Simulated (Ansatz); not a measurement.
Mo3S4 in space group R-3 (No. 148; Mo on 18f, S on 18f, S on 6c) at seven volumes, PBEsol (plane waves, PAW; program Ansatz), shape and atoms relaxed at each. One row is withheld.

```
V (Å³/atom)  P (GPa)
-----------  -------
16.982          8.94
17.542          5.47
18.102          2.51
18.662          0.00
19.222         -2.13
19.781             ?
20.341         -5.31
```

Fit the shown pressures and predict the withheld one.

Third-order Birch–Murnaghan: P = (3/2)B₀(x^(7/2) − x^(5/2))[1 + (3/4)(B′ − 4)(x − 1)] with x = (V₀/V)^(2/3). Least squares on the six rows gives V₀ = 18.663 Å³/atom, B₀ = 75.86 GPa, B′ = 4.74. At V = 19.781, x = 0.9620 and P = -3.85 GPa. The run itself gave -3.89 GPa.

The workflow started from a Materials Project entry (that database holds measured and hypothetical structures alike); the Crystallography Open Database files this formula in space group No. 148, but the cells were not matched. Whether it is the stable phase at ambient conditions was not checked. The cell was relaxed with PBEsol under the symmetry of its start; whether a distortion lowers the energy is not shown. No spin polarisation was allowed.

Potentials: the later of the program's two PAW sets.
